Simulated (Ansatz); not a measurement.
**Levels of theory for In3GaP4 (ordering on zincblende)**

All numbers come from the PAW code Ansatz. Simulation only: non-magnetic, and no claim that this is the phase found in nature.

Structure: In3GaP4, ordered on the zincblende lattice (P-43m) with 8 atoms a cell, at its r2SCAN minimum. It is cubic, P-43m (No. 215); conventional cell a = 5.792 Å, 24.29 Å³ an atom. Ga has 4 P at 2.40 Å; P has 1 Ga at 2.40 Å and 3 In at 2.55 Å; In has 4 P at 2.55 Å.

```
Ga P In
1.0
     5.79239    0.00000    0.00000
     0.00000    5.79239    0.00000
     0.00000    0.00000    5.79239
Ga P In
1 4 3
Cartesian
  0.0000 0.0000 0.0000
  1.3835 1.3835 1.3835
  4.4088 4.4088 1.3835
  4.4088 1.3835 4.4088
  1.3835 4.4088 4.4088
  2.8962 2.8962 0.0000
  2.8962 0.0000 2.8962
  0.0000 2.8962 2.8962
```

Relaxed lattice by functional, symmetry kept:
```tsv
functional	k mesh	a (Å)	volume (Å³/atom)
PBE	4×4×4	5.844	24.95
r2SCAN	4×4×4	5.792	24.29
```

Gaps on the r2SCAN cell, each the least over its mesh and the special points:
```tsv
level	k mesh	gap (eV)	kind	edges	least direct gap (eV)
PBE	4×4×4	0.78	direct	Γ	0.78
PBE+SOC	4×4×4	0.75	direct	Γ	0.75
r2SCAN	4×4×4	1.22	direct	Γ	1.22
HSE06	4×4×4	1.58	direct	Γ	1.58
PBE0	4×4×4	2.17	direct	Γ	2.17
```
PBE, PBE+SOC: smearing of 0.02 eV; the others have fixed occupations.
Wave cutoffs: 420 eV, 500 eV (r2SCAN).

HSE06 gives a direct gap of 1.58 eV at Γ. Spin-orbit coupling changes the PBE gap by -0.029 eV, to 0.75 eV; at Γ the threefold valence level splits into a fourfold and a twofold level 0.10 eV apart, the fourfold one on top.

r2SCAN covers 55 % of the step from PBE to HSE06. Spin-orbit coupling moves the least or the direct gap by up to 0.03 eV, so it can be left out where a tenth of an eV counts. All these functionals give a gap of the same kind, direct.

r2SCAN (ground state on 4×4×4): The clamped-ion dielectric constant comes out as 9.73 in all directions. Born charges, averaged over directions: Ga +2.39, P -2.50, In +2.53 e.

Only the levels marked +SOC include spin-orbit coupling.

The meshes of the hybrids are coarse, so their gaps aren't converged to the digits shown.
